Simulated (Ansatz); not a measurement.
Here is the system:

Co$_{2}$P (space group Pnma)

```
Co2P
1.0
    5.41458     0.00000     0.00000
    0.00000     3.46991     0.00000
    0.00000     0.00000     6.52652
Co P
8 4
Direct
  0.53240   0.75000   0.16993
  0.46760   0.25000   0.83007
  0.96760   0.25000   0.66993
  0.03240   0.75000   0.33007
  0.85454   0.25000   0.06491
  0.14546   0.75000   0.93509
  0.64546   0.75000   0.56491
  0.35454   0.25000   0.43509
  0.25047   0.25000   0.12113
  0.74953   0.75000   0.87887
  0.24953   0.75000   0.62113
  0.75047   0.25000   0.37887
```

E(V) scan at fixed shape, V₀ the volume above. The atoms relax within the cell's symmetry.

Method: PBEsol (plane waves to 420 eV, PAW, scalar-relativistic; Ansatz, a first-principles code). k mesh 7×11×6 (Γ-centred), Fermi-Dirac smearing 0.05 eV. The energy includes the smearing's −TS. Stress and pressure are positive under compression. With the shape held, the modulus is that of even scaling; a crystal free to change shape is softer. Co2P is run without spin polarisation. Co2P was relaxed with its symmetry unable to fall. The zero of ΔE is the relaxed starting cell.

The scan covers V/V₀ from 0.940 to 1.060 in 13 points.

Q: What bulk modulus at fixed cell shape B₀ follows from a third-order Birch-Murnaghan fit?

A: 261 GPa.

Q: What is the fitted pressure derivative B₀′?

A: 4.9.

(A scan under strain: stresses follow from slopes of the energy per volume, elastic moduli from its curvatures.)
